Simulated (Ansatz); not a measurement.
LiBr (rock salt)

```yaml
crystal:
  lattice:
    - [0.00000, 2.75554, 2.75554]
    - [2.75554, 0.00000, 2.75554]
    - [2.75554, 2.75554, 0.00000]
  atoms:
    - { symbol: Br, position: [0.00000, 0.00000, 0.00000] }
    - { symbol: Li, position: [0.50000, 0.50000, 0.50000] }
```

The slice is a {111} plane (indices of the conventional cell) through the point (0.000, 0.000, 0.000) (fractional), spanned by u = [100] and v = [-1 2 0] in vectors of this cell: u (3.90 Å) and v (6.75 Å, at 90° to u). It covers one period; positions are fractions (u, v).

Calculation: PBE (plane waves to 420 eV, PAW, scalar-relativistic; Ansatz, a quantum-chemistry and plane-wave program). k mesh 10×10×10. These are valence fields of a PAW run, semicore shells included where kept as valence: close to a nucleus they are smooth pseudo fields. LiBr was relaxed with its symmetry unable to fall.

Question: Sketch the electrostatic potential energy of an electron, from the cell's mean on this plane as a map.

Answer: 
```
|xxxxxxxx==%%@@@@@@%%==xxxxxx|
|xxxxxx  **@@@@@@@@@@**  xxxx|
|xxxx  ++%%@@@@@@@@@@%%++  xx|
|--==**%%@@@@@@@@@@@@@@%%**==|
|%%%%@@@@@@@@@@@@@@@@@@@@@@%%|
|@@@@@@@@@@@@@@@@@@@@@@@@@@@@|
|@@@@@@@@@@@@%%%%%%@@@@@@@@@@|
|@@@@@@@@%%**==--==**%%@@@@@@|
|@@@@@@%%++  xxxxxx  ++%%@@@@|
|@@@@@@**  xxxxxxxxxx  **@@@@|
|@@@@%%==xxxxxxxxxxxxxx==%%@@|
|@@@@%%--xxxxxxxxxxxxxx--%%@@|
|@@@@%%==xxxxxxxxxxxxxx==%%@@|
|@@@@@@**  xxxxxxxxxx  **@@@@|
|@@@@@@%%++  xxxxxx  ++%%@@@@|
|@@@@@@@@%%**==--==**%%@@@@@@|
|@@@@@@@@@@@@%%%%%%@@@@@@@@@@|
|@@@@@@@@@@@@@@@@@@@@@@@@@@@@|
|%%%%@@@@@@@@@@@@@@@@@@@@@@%%|
|--==**%%@@@@@@@@@@@@@@%%**==|
|xxxx  ++%%@@@@@@@@@@%%++  xx|
|xxxxxx  **@@@@@@@@@@**  xxxx|
|xxxxxxxx==%%@@@@@@%%==xxxxxx|
|xxxxxxxx--%%@@@@@@%%--xxxxxx|
```
Scale: ten equal steps from -2.00 (start of ' ') to 6.31 (end of '@'), in the order ' .:-=+*#%@'. Values: electrostatic potential energy of an electron, from the cell's mean, in eV. The map has 14 points along u (two characters each, u = 0 at the left) and 24 along v (v = 0 in the bottom row). Points within 1 Å of a nucleus are blanked (x), as the pseudised field means little there. Values under -2 eV are set to -2. The zero, the cell's mean, hangs on the PAW cores.
